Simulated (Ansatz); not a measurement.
This run works on a generated trial structure, not on a known crystal.

Input and command of a plane-wave DFT calculation in Ansatz:

```yaml
crystal:
  lattice:
    - [5.3032215436, 0.0, 0.0]
    - [0.0, 5.3032215436, 0.0]
    - [0.0, 0.0, 5.0067558152]
  atoms:
    - { symbol: Ge, position: [0.0, 0.0, 0.5] }
    - { symbol: As, position: [0.0, 0.5, 0.5] }
    - { symbol: As, position: [0.5, 0.0, 0.5] }
    - { symbol: As, position: [0.5, 0.5, 0.5] }
    - { symbol: As, position: [0.5, 0.5, 0.0] }
    - { symbol: As, position: [0.0, 0.0, 0.0] }
basis:
  ecutwfc: 420
kpoints:
  mp_grid: { grid: [8, 8, 8] }
hamiltonian:
  xc: pbe
scf:
  occupations: { method: gaussian, width: 0.1 }
output:
  forces: true
  stress: true
  eigenvalues: true
relax:
  adjacent_minimum: "off"
  f_tol: 0.01
  max_steps: 80
  cell: { stress_tol: 0.05 }
```

```bash
ansatz run input.yaml --threads 1 --pin off --max-ram 2560MiB --backend cpu --events-out ev --progress --plain --runs-dir out
```

Processor: Intel(R) Xeon(R) 6975P-C (Granite Rapids), 1 thread, on a host shared with other jobs.

Q: How long does it run, and how much memory does it take?

A: About 2.2 min, peak memory 0.72 GiB. It solves 54 bands at 75 k points (after reduction by symmetry) with about 2777 plane waves (on the last cell), in 27 SCF iterations over 5 ionic steps.
